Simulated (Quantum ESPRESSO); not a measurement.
## Calculated data, Si$_{7}$N (made-up cell)

All values are calculated (Quantum ESPRESSO 7.5). Calculation on a made-up crystal cell, not a measurement: periodic Kohn-Sham density functional theory in plane waves with PseudoDojo standard norm-conserving scalar-relativistic pseudopotentials, each functional with its own files (v0.5 for PBE, v0.4.1 for LDA and PBEsol), no spin polarisation, no spin-orbit coupling, atoms not relaxed, stress positive in tension, energies less a fixed whole-eV offset for each atom's element; levels are Kohn-Sham levels at fractions of this cell's reciprocal vectors, counted from the reference band (half the neutral cell's valence electrons, rounded up) at Gamma; error bars cover cutoff and k-mesh only, not smearing or the files; added strain carries the atoms with the cell, and shear is the tensor component; each bar is the largest change over components, and at least 0.002 eV, 0.002 eV per angstrom or 0.02 GPa; energies are for the whole cell, and the offsets were chosen from early runs and are not element reference energies.

Settings shared by all entries: lattice type zincblende/diamond; functional pbe; cutoff 1143 eV; fermi dirac smearing 0.1 eV; scf tolerance 1e-07 eV; electrons removed 0; k mesh 6 x 6 x 6, shifted by half a step.

(1) Si$_{7}$N (made-up cell)

```xyz
8
Lattice="5.5126 0.0000 0.0000 0.0000 5.5126 0.0000 0.0000 0.0000 5.5126" Properties=species:S:1:pos:R:3 Si7N
Si    -0.0351    -0.0659     0.0538
Si     0.0522     2.7336     2.6853
Si     2.6984    -0.0692     2.7470
N      2.6715     2.8585     0.0592
Si     1.4248     1.3918     1.4655
Si     1.3711     4.0942     4.1226
Si     4.1843     1.3564     4.1847
Si     4.1325     4.1530     1.2810
```

| Property | Result |
| --- | --- |
| free energy less offsets | 3.029 eV |
| smearing term minus ts | -0.0418 eV |
| scf iterations | 11 |
| pressure | -8.564 GPa |
| stress xx | 8.523 GPa |
| stress yy | 8.31 GPa |
| stress zz | 8.859 GPa |
| stress yz | 0.9206 GPa |
| stress xz | 2.321 GPa |
| stress xy | 0.5311 GPa |
| fermi level | 0.6209 eV |
| reference band | 17 |
| error bar energy | 0.01304 eV |
| error bar stress | 0.02 GPa |
| error bar force | 0.006596 eV/Å |
| error bar next band up | 0.002 eV |
| error bar fermi level | 0.00237 eV |
| error bars from | tighter rerun of a related cell |

Atoms:
| atoms element | atom site | atom energy offset (eV) |
| --- | --- | --- |
| Si | 1 | -115 |
| Si | 2 | -115 |
| Si | 3 | -115 |
| N | 4 | -283 |
| Si | 5 | -115 |
| Si | 6 | -115 |
| Si | 7 | -115 |
| Si | 8 | -115 |

Forces:
| site | x (eV/Å) | y (eV/Å) | z (eV/Å) |
| --- | --- | --- | --- |
| 1 | 1.421 | 1.208 | -0.7659 |
| 2 | -1.119 | 0.4096 | 0.8032 |
| 3 | 1.27 | 0.4478 | 0.4597 |
| 4 | 0.4183 | -0.09464 | -0.1236 |
| 5 | 0.4809 | 0.2205 | -2.051 |
| 6 | 0.5776 | -0.8086 | 1.432 |
| 7 | -1.075 | 0.585 | -0.2517 |
| 8 | -1.975 | -1.968 | 0.4966 |

Levels:
| level k point | next band up (eV) |
| --- | --- |
| Gamma | 1.207 |
| (1/2,1/2,1/2) | 1.819 |
| (0.15,0,0) | 1.378 |
| (0,0.15,0) | 1.368 |
| (0,0,0.15) | 1.431 |

(2) Si$_{7}$N (made-up cell)

```xyz
8
Lattice="5.5126 0.0000 0.0000 0.0000 5.5126 0.0000 0.0000 0.0000 5.5126" Properties=species:S:1:pos:R:3 Si7N
Si    -0.0351     0.0463     0.0538
Si     0.0522     2.7336     2.6853
Si     2.6984    -0.0692     2.7470
N      2.6715     2.8585     0.0592
Si     1.4248     1.3918     1.4655
Si     1.3711     4.0942     4.1226
Si     4.1843     1.3564     4.1847
Si     4.1325     4.1530     1.2810
```

| Property | Result |
| --- | --- |
| free energy less offsets | 2.971 eV |
| smearing term minus ts | -0.04171 eV |
| scf iterations | 11 |
| pressure | -8.683 GPa |
| stress xx | 8.735 GPa |
| stress yy | 8.394 GPa |
| stress zz | 8.92 GPa |
| stress yz | 0.8599 GPa |
| stress xz | 1.429 GPa |
| stress xy | 0.9252 GPa |
| fermi level | 0.6548 eV |
| reference band | 17 |
| error bar energy | 0.01304 eV |
| error bar stress | 0.02 GPa |
| error bar force | 0.006596 eV/Å |
| error bar next band up | 0.002 eV |
| error bar fermi level | 0.00237 eV |
| error bars from | tighter rerun of a related cell |

Atoms:
| atoms element | atom site | atom energy offset (eV) |
| --- | --- | --- |
| Si | 1 | -115 |
| Si | 2 | -115 |
| Si | 3 | -115 |
| N | 4 | -283 |
| Si | 5 | -115 |
| Si | 6 | -115 |
| Si | 7 | -115 |
| Si | 8 | -115 |

Forces:
| site | x (eV/Å) | y (eV/Å) | z (eV/Å) |
| --- | --- | --- | --- |
| 1 | 1.28 | -0.1751 | -0.3634 |
| 2 | -1.117 | 0.4738 | 0.8131 |
| 3 | 1.267 | 0.3187 | 0.4593 |
| 4 | 0.4211 | -0.04641 | -0.1255 |
| 5 | 0.6244 | 0.4803 | -1.899 |
| 6 | 0.4294 | -0.5339 | 1.601 |
| 7 | -1.349 | 0.9684 | -0.5799 |
| 8 | -1.555 | -1.486 | 0.09405 |

Levels:
| level k point | next band up (eV) |
| --- | --- |
| Gamma | 1.33 |
| (1/2,1/2,1/2) | 1.858 |
| (0.15,0,0) | 1.467 |
| (0,0.15,0) | 1.449 |
| (0,0,0.15) | 1.513 |

(3) Si$_{7}$N (made-up cell)

```xyz
8
Lattice="5.5126 0.0000 0.0000 0.0000 5.5126 0.0000 0.0000 0.0000 5.5126" Properties=species:S:1:pos:R:3 Si7N
Si    -0.0351     0.0907     0.0538
Si     0.0522     2.7336     2.6853
Si     2.6984    -0.0692     2.7470
N      2.6715     2.8585     0.0592
Si     1.4248     1.3918     1.4655
Si     1.3711     4.0942     4.1226
Si     4.1843     1.3564     4.1847
Si     4.1325     4.1530     1.2810
```

| Quantity | Value |
| --- | --- |
| free energy less offsets | 2.991 eV |
| smearing term minus ts | -0.04184 eV |
| scf iterations | 11 |
| pressure | -8.661 GPa |
| stress xx | 8.71 GPa |
| stress yy | 8.434 GPa |
| stress zz | 8.84 GPa |
| stress yz | 0.8412 GPa |
| stress xz | 1.08 GPa |
| stress xy | 1.076 GPa |
| fermi level | 0.6433 eV |
| reference band | 17 |
| error bar energy | 0.01304 eV |
| error bar stress | 0.02 GPa |
| error bar force | 0.006596 eV/Å |
| error bar next band up | 0.002 eV |
| error bar fermi level | 0.00237 eV |
| error bars from | tighter rerun of a related cell |

Atoms:
| atoms element | atom site | atom energy offset (eV) |
| --- | --- | --- |
| Si | 1 | -115 |
| Si | 2 | -115 |
| Si | 3 | -115 |
| N | 4 | -283 |
| Si | 5 | -115 |
| Si | 6 | -115 |
| Si | 7 | -115 |
| Si | 8 | -115 |

Forces:
| site | x (eV/Å) | y (eV/Å) | z (eV/Å) |
| --- | --- | --- | --- |
| 1 | 1.248 | -0.7159 | -0.2059 |
| 2 | -1.117 | 0.4988 | 0.8166 |
| 3 | 1.264 | 0.2676 | 0.459 |
| 4 | 0.421 | -0.02691 | -0.1259 |
| 5 | 0.695 | 0.5925 | -1.826 |
| 6 | 0.3834 | -0.4364 | 1.655 |
| 7 | -1.477 | 1.13 | -0.7315 |
| 8 | -1.417 | -1.31 | -0.04102 |

Levels:
| level k point | next band up (eV) |
| --- | --- |
| Gamma | 1.33 |
| (1/2,1/2,1/2) | 1.846 |
| (0.15,0,0) | 1.442 |
| (0,0.15,0) | 1.439 |
| (0,0,0.15) | 1.498 |

(4) Si$_{7}$N (made-up cell)

```xyz
8
Lattice="5.5126 0.0000 0.0000 0.0000 5.5126 0.0000 0.0000 0.0000 5.5126" Properties=species:S:1:pos:R:3 Si7N
Si    -0.0351     0.1104     0.0538
Si     0.0522     2.7336     2.6853
Si     2.6984    -0.0692     2.7470
N      2.6715     2.8585     0.0592
Si     1.4248     1.3918     1.4655
Si     1.3711     4.0942     4.1226
Si     4.1843     1.3564     4.1847
Si     4.1325     4.1530     1.2810
```

| Quantity | Value |
| --- | --- |
| stress yz | withheld |

Atoms:
| atoms element | atom site | atom energy offset (eV) |
| --- | --- | --- |
| Si | 1 | -115 |
| Si | 2 | -115 |
| Si | 3 | -115 |
| N | 4 | -283 |
| Si | 5 | -115 |
| Si | 6 | -115 |
| Si | 7 | -115 |
| Si | 8 | -115 |

Questions
1. Give the missing stress yz for Si$_{7}$N (made-up cell) (entry 4).

Calculated values
1. 0.8337 GPa

Further results for Si$_{7}$N (made-up cell) (entry 4):

| Quantity | Value |
| --- | --- |
| free energy less offsets | 3.008 eV |
| smearing term minus ts | -0.04193 eV |
| scf iterations | 11 |
| pressure | -8.639 GPa |
| stress xx | 8.68 GPa |
| stress yy | 8.452 GPa |
| stress zz | 8.786 GPa |
| stress xz | 0.9251 GPa |
| stress xy | 1.141 GPa |
| fermi level | 0.6333 eV |
| reference band | 17 |
| error bar energy | 0.01304 eV |
| error bar stress | 0.02 GPa |
| error bar force | 0.006596 eV/Å |
| error bar next band up | 0.002 eV |
| error bar fermi level | 0.00237 eV |
| error bars from | tighter rerun of a related cell |

Forces:
| site | x (eV/Å) | y (eV/Å) | z (eV/Å) |
| --- | --- | --- | --- |
| 1 | 1.238 | -0.953 | -0.1362 |
| 2 | -1.116 | 0.5099 | 0.8181 |
| 3 | 1.262 | 0.245 | 0.4587 |
| 4 | 0.4205 | -0.01812 | -0.1259 |
| 5 | 0.7289 | 0.6437 | -1.792 |
| 6 | 0.3651 | -0.3955 | 1.677 |
| 7 | -1.538 | 1.203 | -0.8029 |
| 8 | -1.36 | -1.235 | -0.09682 |

Levels:
| level k point | next band up (eV) |
| --- | --- |
| Gamma | 1.317 |
| (1/2,1/2,1/2) | 1.836 |
| (0.15,0,0) | 1.421 |
| (0,0.15,0) | 1.427 |
| (0,0,0.15) | 1.483 |
